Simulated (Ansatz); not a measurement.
**NMR crystallography of BN with oxygen replacing N: given against relaxed positions**

Start: a supercell of BN (zinc blende type, F-43m) built from an entry of the Crystallography Open Database (COD), with all atoms left at the host's positions.

```xyz
54
Lattice="0.0000 5.4225 5.4225 5.4225 0.0000 5.4225 5.4225 5.4225 0.0000" Properties=species:S:1:pos:R:3 pbc="T T T"
B     0.0000    0.0000    0.0000
B     1.8075    1.8075    0.0000
B     3.6150    3.6150    0.0000
B     1.8075    0.0000    1.8075
B     3.6150    1.8075    1.8075
B     5.4225    3.6150    1.8075
B     3.6150    0.0000    3.6150
B     5.4225    1.8075    3.6150
B     7.2300    3.6150    3.6150
B     0.0000    1.8075    1.8075
B     1.8075    3.6150    1.8075
B     3.6150    5.4225    1.8075
B     1.8075    1.8075    3.6150
B     3.6150    3.6150    3.6150
B     5.4225    5.4225    3.6150
B     3.6150    1.8075    5.4225
B     5.4225    3.6150    5.4225
B     7.2300    5.4225    5.4225
B     0.0000    3.6150    3.6150
B     1.8075    5.4225    3.6150
B     3.6150    7.2300    3.6150
B     1.8075    3.6150    5.4225
B     3.6150    5.4225    5.4225
B     5.4225    7.2300    5.4225
B     3.6150    3.6150    7.2300
B     5.4225    5.4225    7.2300
B     7.2300    7.2300    7.2300
O     0.9037    0.9037    0.9037
N     2.7113    2.7113    0.9037
N     4.5187    4.5187    0.9037
N     2.7112    0.9037    2.7113
N     4.5188    2.7113    2.7113
N     6.3263    4.5187    2.7113
N     4.5187    0.9037    4.5187
N     6.3263    2.7113    4.5187
N     8.1338    4.5187    4.5187
N     0.9037    2.7112    2.7112
N     2.7113    4.5188    2.7112
N     4.5187    6.3263    2.7112
N     2.7112    2.7112    4.5188
N     4.5188    4.5188    4.5188
N     6.3263    6.3263    4.5188
N     4.5187    2.7112    6.3263
N     6.3263    4.5188    6.3263
N     8.1338    6.3263    6.3263
N     0.9037    4.5187    4.5187
N     2.7113    6.3263    4.5187
N     4.5187    8.1338    4.5187
N     2.7112    4.5187    6.3263
N     4.5188    6.3263    6.3263
N     6.3263    8.1338    6.3263
N     4.5187    4.5187    8.1338
N     6.3263    6.3263    8.1338
N     8.1338    8.1338    8.1338
```

Atoms are numbered from 1 in the order listed; like atoms form one site, named after its first atom.

The numbers come from a DFT calculation in Ansatz (PBE, plane waves and PAW, scalar-relativistic, 420 eV cutoff, Γ-centred 3×3×3 k-points, Fermi–Dirac smearing 0.01 eV, cell charge +1).

The largest force at the start is 3.0 eV/Å. Relaxing the ions at fixed cell moves them by 0.079 Å at most (atom 2, B) and 0.022 Å rms.

```
site  atom  moved (Å)            first shell before             first shell after  V_zz before (10²¹ V/m²)  η before
  B1     1      0.079  1 O at 1.57 Å, 3 N at 1.57 Å  3 N at 1.54 Å, 1 O at 1.64 Å                     1.77      0.00
  B3     3      0.007                 4 N at 1.57 Å            4 N at 1.56–1.57 Å                    -0.16      0.64
  B5     5      0.009                 4 N at 1.57 Å            4 N at 1.56–1.57 Å                    -0.11      0.78
 B18    18      0.003                 4 N at 1.57 Å            4 N at 1.56–1.57 Å                    0.020      0.00
   O    28      0.000                 4 B at 1.57 Å                 4 B at 1.64 Å                     0.00         –
 N29    29      0.006                 4 B at 1.57 Å            4 B at 1.54–1.57 Å                     1.02      0.21
 N32    32      0.000                 4 B at 1.57 Å            4 B at 1.56–1.57 Å                    -0.20      0.00
 N36    36      0.001                 4 B at 1.57 Å            4 B at 1.56–1.57 Å                    -0.20      0.00
 N42    42      0.001                 4 B at 1.57 Å                 4 B at 1.56 Å                    -0.11      0.15
```

(1) How do the gradients change?

## Answers

(1) 

```tsv
site	atom	V_zz after	η after	change of V_zz
B1	1	2.02	0.00	+0.25
B3	3	-0.16	0.91	0.00
B5	5	-0.14	0.95	-0.03
B18	18	0.049	0.00	+0.03
O	28	0.00	–	0.00
N29	29	0.43	0.94	-0.59
N32	32	-0.14	0.00	+0.06
N36	36	-0.085	0.00	+0.11
N42	42	0.052	0.87	–
```

The largest change of V_zz along a kept axis is on N29, from 1.02 to 0.43. In per cent, |V_zz| changes by +14 on B, -58 on N (all sites that start above 0.5). Where |V_zz| stays above 0.1 and the axes keep their order, η moves most on N29, from 0.21 to 0.94. On N42 the largest principal value lies along another axis in the second run, so the two V_zz can't be compared directly. Other sites without a gradient aren't listed.

The defect repeats with the cell of 54 atoms, so it feels its images: sites between two images don't show the values beside a lone defect, and zeros or small values of η there can come from the images' arrangement. A uniform background compensates the cell's charge.
Before: The cell keeps the host's lattice, where the PBE pressure is 5 GPa (in a charged cell this depends on the convention for the mean potential). The neighbours have not yet relaxed around the defect (largest force 3.0 eV/Å), so the values at and beside it are those of a strained start, not of the defect in a real crystal.
After: The relaxation keeps the site symmetry -43m of the start, so the impurity can't leave its site; a start off the site could end lower. The cell keeps the host's lattice, where the PBE pressure is 6 GPa (in a charged cell this depends on the convention for the mean potential).
